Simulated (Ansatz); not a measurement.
**Structure relaxation, VGe**

The relaxed structure here is a generated cell of VGe: the first start was made by placing the elements on the sites of a structure type, and the end was not matched to a known phase here, so it may be hypothetical.

The start is a generated cell, VGe built in the CoSn structure type. The structure is fully relaxed (lattice and positions, P = 0) with r2SCAN (plane waves to 500 eV, PAW, scalar-relativistic; Ansatz, a quantum-chemistry and plane-wave program). The first steps use a coarse 5×5×6 k-mesh.

Initial structure:
```yaml
crystal:
  lattice:
    - [5.12597, 0.00000, 0.00000]
    - [-2.56298, 4.43922, 0.00000]
    - [0.00000, 0.00000, 4.13621]
  atoms:
    - { symbol: V, position: [0.50000, 0.00000, 0.00000] }
    - { symbol: V, position: [0.50000, 0.50000, 0.00000] }
    - { symbol: V, position: [0.00000, 0.50000, 0.00000] }
    - { symbol: Ge, position: [0.00000, 0.00000, 0.00000] }
    - { symbol: Ge, position: [0.33333, 0.66667, 0.50000] }
    - { symbol: Ge, position: [0.66667, 0.33333, 0.50000] }
```
Spin-polarised start, with parallel moments on V.

```json
{
 "initial_pressure": "+6 GPa (positive: the cell is compressed)",
 "outcome": "The space group stays P6/mmm (No. 191) (the run could not lower it); the end is AFLOW prototype AB_hP6_191_f_ad (B35, as in CoSn), with 6 atoms in the primitive cell",
 "volume_change": "+3.8 %, from 15.69 to 16.28 Å³/atom",
 "Shortest distances (start → end)": "The closest pairs of elements (up to four, under 3.6 Å), start → end: Ge–V 2.54 → 2.58 Å; V–V 2.56 → 2.58 Å; Ge–Ge 2.96 → 2.98 Å",
 "band_gap_at_the_end": "no gap (metallic)",
 "moments_at_the_end": "zero (the starting moments vanished)",
 "optimiser_moves": "5"
}
```

Relaxed structure:

Space group P6/mmm (No. 191); a = b = 5.164 Å, c = 4.229 Å, α = β = 90.00°, γ = 120.00°

```tsv
atom	site	symmetry	x	y	z
V	3f	mmm	0.0000	0.5000	0.0000
Ge	1a	6/mmm	0.0000	0.0000	0.0000
Ge	2d	-6m2	0.3333	0.6667	0.5000
```

Final values are on a 11×11×11 k-mesh of the relaxed cell. No spin polarisation in the result: the starting moments vanished. The relaxed primitive cell holds an odd number of electrons. A magnetic state may lie lower.

The run could not lose the symmetry of its start, so the end can be a saddle point.

All atoms sit on sites fixed by symmetry, so only the cell could relax.
